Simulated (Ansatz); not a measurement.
Input:

HfGeO$_{3}$:
```
HfGeO3
1.0
    3.99592     0.00000     0.00000
    0.00000     3.99592     0.00000
    0.00000     0.00000     4.24593
Hf Ge O
1 1 3
Direct
  0.50000   0.50000   0.56911
  0.00000   0.00000   0.18995
  0.00000   0.50000   0.45528
  0.50000   0.00000   0.45528
  0.50000   0.50000   0.02058
```

This is the PBEsol-relaxed structure.

Problem. All from PBEsol (plane waves, PAW; program Ansatz), unless another level is named. Estimate the electronic dielectric constant ε∞ (DFPT).

Solution. 6.29 (xx = yy), 5.39 (zz).

Problem. And the Born charges (a third of the trace)?

Solution. Hf +5.12, Ge +3.55, O -2.94 to -2.79 e.

Space group P4mm. The start of the workflow was typed in or built on a structure type; neither database checked (COD, Materials Project) lists it. Whether it is the stable phase at ambient conditions was not checked. Symmetry was held in the PBEsol relaxation; its stability against distortions is not shown here. No spin polarisation was allowed. Scalar-relativistic: spin–orbit coupling is off unless named, which matters more the heavier the elements.

Potentials: the later of the program's two PAW sets.
